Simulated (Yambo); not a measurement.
CaTiF6 (space group R-3m, No. 166, within 0.06 Å of Fm-3m), G0W0@LDA in Yambo with this input:

```
rim_cut
gw0
dyson
el_el_corr
HF_and_locXC
ppa
em1d
RandQpts= 1000000
RandGvec= 1 Ry
EXXRLvcs= 84 Ry
VXCRLvcs= 336 Ry
Chimod= "HARTREE"
% BndsRnXp
 2 | 209 |
%
NGsBlkXp= 7 Ry
% LongDrXp
 1.0 | 1.0 | 1.0 |
%
PPAPntXp= 27.2114 eV
% GbndRnge
 1 | 209 |
%
GTermKind= "BG"
DysSolver= "n"
ExtendOut
```

On a 2×2×2 mesh, with wavefunctions cut at 84 Ry, the gap (Γ → Γ) is 9.661 eV and the valence edge shifts by -2.106 eV.

Problem. What happens with this change: pole fitted at 10 eV?

Solution. The gap falls by 0.199 eV, to 9.462 eV; the shift of the valence edge becomes -1.957 eV. Neither run is shown to be the converged limit.

Geometry of the Materials Project entry, not relaxed at this level; primitive cell a = b = c = 5.8453 Å, α = β = γ = 59.76°.

A shift is the quasiparticle energy of the state minus its LDA energy.
